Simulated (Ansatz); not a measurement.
AlAs (zinc blende)

```cif
data_AlAs
_chemical_formula_sum 'As1 Al1'
_space_group_name_H-M_alt 'P 1'
_space_group_IT_number 1
_cell_length_a 4.01231
_cell_length_b 4.01231
_cell_length_c 4.01231
_cell_angle_alpha 60.000
_cell_angle_beta 60.000
_cell_angle_gamma 60.000
loop_
_space_group_symop_operation_xyz
  'x, y, z'
loop_
_atom_site_label
_atom_site_type_symbol
_atom_site_fract_x
_atom_site_fract_y
_atom_site_fract_z
_atom_site_occupancy
As1 As 0.75000 0.75000 0.75000 1
Al1 Al 0.00000 0.00000 0.00000 1
```

This relaxed cell (volume V₀) is scaled evenly in all directions, its shape held. Symmetry pins the atoms to their sites.

Method: PBEsol (plane waves to 420 eV, PAW, scalar-relativistic; Ansatz, a program for electronic structure). k mesh 10×10×10 (Γ-centred), Fermi-Dirac smearing 0.05 eV. The energy includes the smearing's −TS. Stress and pressure are positive under compression. AlAs was relaxed with its symmetry unable to fall. The PAW data are Ansatz's earlier set. The zero of ΔE is the relaxed starting cell.

Problem. Estimate the ΔE (meV/atom) and P (GPa) for V/V₀ = 0.840, 0.867, 0.893, 0.947, 1.027, 1.053, 1.080, 1.133.

Solution. 
```tsv
V/V₀	ΔE (meV/atom)	P (GPa)
0.840	178.2	18.1
0.867	117.4	14.0
0.893	71.4	10.3
0.947	16.2	4.5
1.027	3.5	-1.8
1.053	13.3	-3.3
1.080	28.7	-4.7
1.133	73.1	-6.9
```

(Under strain, the slope of the energy per volume gives the stress and its curvature an elastic modulus.)
